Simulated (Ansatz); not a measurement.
Sr4P2O:
```cif
data_OP2Sr4
_chemical_formula_sum 'Sr4 P2 O1'
_space_group_name_H-M_alt 'P 1'
_space_group_IT_number 1
_cell_length_a 8.69036
_cell_length_b 8.69036
_cell_length_c 8.69036
_cell_angle_alpha 147.911
_cell_angle_beta 147.911
_cell_angle_gamma 46.017
loop_
_space_group_symop_operation_xyz
  'x, y, z'
loop_
_atom_site_label
_atom_site_type_symbol
_atom_site_fract_x
_atom_site_fract_y
_atom_site_fract_z
_atom_site_occupancy
Sr1 Sr 0.67497 0.67497 0.00000 1
Sr2 Sr 0.32503 0.32503 0.00000 1
Sr3 Sr 0.50000 0.00000 0.50000 1
Sr4 Sr 0.00000 0.50000 0.50000 1
P1 P 0.86474 0.86474 0.00000 1
P2 P 0.13526 0.13526 0.00000 1
O1 O 0.50000 0.50000 0.00000 1
```

This is the r²SCAN-relaxed structure.

Problem. All from r²SCAN in the plane-wave PAW code Ansatz, unless another level is named. Estimate the formation energy from the elements (no fitted shifts).

Solution. -1.78 eV/atom.

Problem. What about the electron effective mass?

Solution. 0.23, 0.23, 0.85 mₑ (principal values).

Problem. What about the valence-band maximum?

Solution. on the Γ–X line, 6 % of the way from Γ.

Problem. What about the conduction-band minimum?

Solution. at M.

Space group I4/mmm. The first step of the workflow began from a Materials Project structure, measured or hypothetical; the Crystallography Open Database copy checked does not list it. Its standing as an ambient phase is unchecked. The cell was relaxed with r²SCAN under the symmetry of its start; its stability against distortions is not shown here. The references are the lowest solids computed at this level, not always the standard phases (solids in place of the gases). Scalar-relativistic: spin–orbit coupling is off unless named, which matters more the heavier the elements.

Potentials: the earlier of the program's two PAW sets. The files were generated under PBE; for other functionals the program regenerates the frozen cores, and for LDA and PBEsol the local potential too.

Edges and masses are those of Kohn–Sham bands, whose gap is no quasiparticle gap.
